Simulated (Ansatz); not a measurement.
C:
```
C
1.0
    0.00000     3.74489     3.74489
    3.74489     0.00000     3.74489
    3.74489     3.74489     0.00000
C
8
Cartesian
  3.21651   4.27327   3.21651
  5.08895   6.14571   6.14571
  3.21651   3.21651   4.27327
  6.14571   5.08895   6.14571
  4.27327   4.27327   4.27327
  5.08895   5.08895   5.08895
  4.27327   3.21651   3.21651
  6.14571   6.14571   5.08895
```

Relaxed with PBEsol. Independent-particle spectrum: no excitons, no local fields, no scissors shift; 0.1 eV broadening; ε₁ of the summed bands alone.

Tabulate the dielectric function from DFT-PBEsol in the program Ansatz with PAW potentials.



```
E (eV)  ε₁ xx  ε₂ xx
------  -----  -----
0.0      4.78   0.00
0.5      4.83   0.00
1.0      4.96   0.00
1.5      5.25   0.00
2.0      5.90   0.00
2.5      6.81   1.59
3.0      6.29   2.51
3.5      6.00   3.24
4.0      5.82   4.66
4.5      3.63   5.03
5.0      2.82   4.76
5.5      2.07   4.75
6.0     -0.18   4.06
6.5      0.88   2.02
7.0      1.45   2.69
7.5      0.54   2.14
8.0      0.85   1.32
8.5      1.97   1.31
9.0      2.02   1.31
9.5      2.33   2.19
10.0     1.96   1.93
10.5     2.14   2.28
11.0     2.13   2.56
11.5     1.29   3.38
12.0     0.73   2.95
```

From ε at 3.2 eV (xx: 6.15 + 2.80i), find n, k, the normal reflectivity and the absorption coefficient.

n = 2.54, k = 0.551, R = 21 %, α = 2kE/ħc = 180000 cm⁻¹.

With all bands, ε∞ without local fields is 4.88. DFPT, with local fields, gives 4.34.

Space group Fd-3m. The start of the workflow was typed in or built on a structure type. Its sites differ from those of the usual phase in this space group: another stacking or structure type. The cell was relaxed with PBEsol under the symmetry of its start; whether a distortion lowers the energy is not shown.

Potentials: the later of the program's two PAW sets.
